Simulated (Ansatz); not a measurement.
Q: Band gap from LDA minus that from HSE06 (eV), each on its own relaxed cell (Ansatz, a program for electronic structure, plane waves, PAW; no spin–orbit coupling, no Hubbard U), over 36 phases of the class «halides»: what sign and size do you expect?

A: Mean -1.61 eV, median -1.48 eV, mean absolute 1.61 eV; eight in ten lie between -2.24 and -1.06 eV, and 0 % are above zero.

Some cases that may be named, with their rank among the 36 from the lowest: KZnF3, cubic perovskite -2.48 eV (rank 2); NaMgF3, cubic perovskite -2.21 eV (rank 5); PbF2, fluorite -1.49 eV (rank 18); LiCl, wurtzite -1.47 eV (rank 19); NaI, rock salt -1.03 eV (rank 33); KI, rock salt -1.01 eV (rank 34).

The phases are those computed here (of each formula those with measured values and the lowest at some level), not a balanced benchmark, and neither functional is the truth. Pairs that end in unlike spin orders or unlike minima (c/a over 6 % apart, 30 % for weakly bound crystals), magnets with 4f shells, solids of gases and phases set aside for tests are left out.

Not the usual ambient phase: LiCl, wurtzite. Standing as an ambient phase not checked: NaMgF3, cubic perovskite. Unstable at this level: NaMgF3, cubic perovskite with LDA. All cells were relaxed under the symmetry of their starts (and spin orders); stability against distortions was not tested throughout. Scalar-relativistic: spin–orbit coupling is off unless named, which matters more the heavier the elements.

Potentials: the later of the program's two PAW sets.

Ansatz is a plane-wave DFT program.
